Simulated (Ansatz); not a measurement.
The start is a relaxed VSi2 cell displaced along its unstable phonon at q = (½, 0, 0) of its primitive reciprocal cell (152i cm⁻¹), largest move 0.15 Å. Cell shape, volume and atoms are optimised at zero target pressure with PBEsol (plane waves to 420 eV, PAW, scalar-relativistic; Ansatz, a quantum-chemistry and plane-wave program). The first steps use a coarse 5×10×10 k-mesh.

Initial structure:
```yaml
crystal:
  lattice:
    - [0.00000, 5.67319, 5.67319]
    - [2.83660, 0.00000, 2.83660]
    - [2.83660, 2.83660, 0.00000]
  atoms:
    - { symbol: V, position: [0.02271, 0.98486, 0.98486] }
    - { symbol: V, position: [0.47729, 0.01514, 0.01514] }
    - { symbol: Si, position: [0.10210, 0.26527, 0.26527] }
    - { symbol: Si, position: [0.64790, 0.23473, 0.23473] }
    - { symbol: Si, position: [0.39790, 0.73473, 0.73473] }
    - { symbol: Si, position: [0.85210, 0.76527, 0.76527] }
```

| Property | Value |
|---|---|
| Largest initial force | 0.64 eV/Å, on V1, V2 (atoms numbered as listed) |
| Energy released | 0.17 eV/atom |
| Volume change | -5.5 %, from 15.22 to 14.38 Å³/atom |
| Band gap at the end | no gap (metallic) |
| Optimiser moves | 12 |

The end point of the relaxation:

```cif
data_Si12V6
_chemical_formula_sum 'V6 Si12'
_space_group_name_H-M_alt 'R-3m :H'
_space_group_IT_number 166
_space_group_name_Hall '-R 3 2"'
_cell_length_a 4.07723
_cell_length_b 4.07723
_cell_length_c 17.98080
_cell_angle_alpha 90.000
_cell_angle_beta 90.000
_cell_angle_gamma 120.000
loop_
_atom_site_label
_atom_site_type_symbol
_atom_site_symmetry_multiplicity
_atom_site_Wyckoff_symbol
_atom_site_fract_x
_atom_site_fract_y
_atom_site_fract_z
_atom_site_occupancy
V1 V 6 c 0.00000 0.00000 0.22753 1
Si1 Si 6 c 0.00000 0.00000 0.09250 1
Si2 Si 6 c 0.00000 0.00000 0.36618 1
```
(The calculation used a cell of 6 atoms; values per cell refer to that cell.)

Final values are on a 13×13×13 k-mesh of the relaxed cell. No spin polarisation in the result. A magnetic state may lie lower.

The run could not lose the symmetry of its start: the end is stationary, and may be a saddle point rather than a minimum.

The relaxed structure here is a generated cell of VSi2: the first start was made by placing the elements on the sites of a structure type, and the end was not matched to a known phase here, so it may be hypothetical.
